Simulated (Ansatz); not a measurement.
# Structures of Li₂As: which is lowest?

Plane-wave DFT in Ansatz with scalar-relativistic PAW potentials, cutoff 420 eV, Γ-centred meshes chosen by cell and gap, Gaussian smearing with energies taken to zero width. Every cell was relaxed (cell and atoms) in a run of its own, within the symmetry of its start. Functional: PBE.

Relaxed structures (starts from databases or built by putting these elements on another compound's sites):
A. C2/m, 6 atoms in the computed cell, a = 7.789 Å, b = 4.534 Å, c = 6.212 Å, β = 115.0°; sites (symmetry × multiplicity) Li m × 4 + m × 4, As m × 4; start: built
B. Fm-3m, 3 atoms in the computed cell, a = 6.050 Å; sites (symmetry × multiplicity) Li -43m × 8, As m-3m × 4; start: built
C. Fd-3m, 6 atoms in the computed cell, a = 7.215 Å; sites (symmetry × multiplicity) Li .-3m × 16, As -43m × 8; start: built

**Question.** Rank them by energy. Could pressure change the order?

**Answer.**
| structure | group | E − E(lowest) (meV/atom) | V (Å³/atom) | gap on mesh (eV) |
| --- | --- | --- | --- | --- |
| A | C2/m | 0.0 | 16.57 | 0.00 |
| B | Fm-3m | 190 | 18.45 | 0.00 |
| C | Fd-3m | 511 | 15.65 | 0.00 |

A is lowest, 190 meV/atom under B. C is denser by 0.93 Å³/atom, so pressure favours it: ΔE/ΔV, with ΔE in eV and 1 eV/Å³ = 160.2 GPa, gives about 88 GPa for equal enthalpy if both cells were rigid; at such pressures compression changes ΔV much, so this is a scale only. Other structures may lie lower than all of these, and vibrations aren't counted.